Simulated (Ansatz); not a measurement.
# ZrPbO3: zone-centre modes

Method: DFT r2SCAN, scalar-relativistic, plane waves, PAW (Ansatz). Cutoff 500 eV, Γ-centred 6×6×6 k-points, Gaussian smearing of 0.05 eV. Spin–orbit coupling is left out, which can shift energies with elements as heavy as these. No spin polarisation.

Zero of the scan (relaxed at this level; it needn't be the usual structure):

```
Zr Pb O
1.0
     4.15955    0.00000    0.00000
     0.00000    4.15955    0.00000
     0.00000    0.00000    4.15955
Zr Pb O
1 1 3
Direct
  0.00000 0.00000 0.00000
  0.50000 0.50000 0.50000
  0.50000 0.00000 0.00000
  0.00000 0.00000 0.50000
  0.00000 0.50000 0.00000
```

Harmonic modes by finite displacements of 0.02 Å, without the LO–TO term.

At this geometry, is the structure stable against these modes?

No: 3 modes are unstable, the strongest at 135i cm⁻¹.

List the wavenumbers in cm⁻¹.

135i, 135i, 135i, 0, 0, 0, 104, 104, 104, 168, 168, 168, 547, 547, 547.

Cost: 1 run of about 1 core-minutes, on Oxide Virtual Turin-like Processor (Zen 5) (shared hosts).